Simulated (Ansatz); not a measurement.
# Piezoelectric tensor of ScAl₂As₃

These are results of Ansatz, DFT PBE, scalar-relativistic, plane waves, PAW, not measurements. Settings: 420 eV plane-wave cutoff, Γ-centred 12×12×4 mesh, fixed occupations. No spin polarisation.

Relaxed structure:
```xyz
6
Lattice="3.9952 0.0000 0.0000 -1.9976 3.4599 0.0000 0.0000 0.0000 10.1022" Properties=species:S:1:pos:R:3 pbc="T T T"
Sc    0.0000    0.0000    0.6049
Al    0.0000    0.0000    7.5997
Al    0.0000    2.3066    4.2810
As    1.9976    1.1533    8.6803
As    0.0000    0.0000    5.1593
As    0.0000    2.3066    1.8599
```

The structure comes from a proposed guess, relaxed at this level; another structure or a mixture of phases may lie lower.

Question: Give the relaxed-ion proper piezoelectric stress tensor e_iJ (C/m², Voigt columns xx yy zz yz xz xy).

Answer:
```
x    0.00  0.00  0.00  0.00  0.88 -0.54
y   -0.54  0.54  0.00  0.88  0.00  0.00
z    0.17  0.17  0.51  0.00  0.00  0.00
```
Signs follow the orientation of the cell as given.

Question: With the elastic constants (GPa, Voigt order)
```
109.2  39.2  34.5  10.0   0.0   0.0
 39.2 109.2  34.5 -10.0   0.0   0.0
 34.5  34.5 146.2   0.0   0.0   0.0
 10.0 -10.0   0.0  19.5   0.0   0.0
  0.0   0.0   0.0   0.0  19.5  10.0
  0.0   0.0   0.0   0.0  10.0  35.0
```
find the strain coefficients d = e·C⁻¹ (pC/N).

Answer:
```
x     0.0   0.0   0.0   0.0  62.2 -33.2
y   -16.6  16.6   0.0  62.2   0.0   0.0
z     0.4   0.4   3.3   0.0   0.0   0.0
```
